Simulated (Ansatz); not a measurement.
GePd:
```
CELL_PARAMETERS angstrom
      3.14236     0.00000     0.00000
      0.00000     3.14236     0.00000
      0.00000     0.00000     3.14236
ATOMIC_POSITIONS crystal
  Pd 0.00000 0.00000 0.00000
  Ge 0.50000 0.50000 0.50000
```

Relaxed with r²SCAN. Special points in fractions of this cell's reciprocal vectors: Γ (0.000, 0.000, 0.000); X (0.000, 0.500, 0.000); M (0.500, 0.500, 0.000); R (0.500, 0.500, 0.500).

Task: List the band energies nearest the Fermi level at these points for DFT-r²SCAN with spin–orbit coupling in the program Ansatz with PAW potentials.

Result: In eV from the Fermi level; about four levels below and three above (degenerate sets whole), none deeper than 8.9 eV; points with the same levels are listed once.

```tsv
k	below	above
Γ	-2.69 -2.69 -2.69 -2.69 -2.40 -2.40	2.05 2.05 2.47 2.47 2.47 2.47
X	-2.50 -2.50 -1.32 -1.32	6.58 6.58 6.88 6.88
M	-1.86 -1.86 -0.41 -0.41	2.49 2.49 5.74 5.74
R	-1.81 -1.81 -1.81 -1.81	2.98 2.98 3.33 3.33 3.33 3.33
```

Space group Pm-3m (CsCl type). The cell is a constructed one: a structure type filled with these elements; neither database checked (COD, Materials Project) lists it. COD files the formula under space group No. 62. Its standing as an ambient phase is unchecked. The r²SCAN relaxation kept the symmetry of its start; whether a distortion lowers the energy is not shown. No spin polarisation was allowed.

Potentials: the earlier of the program's two PAW sets.
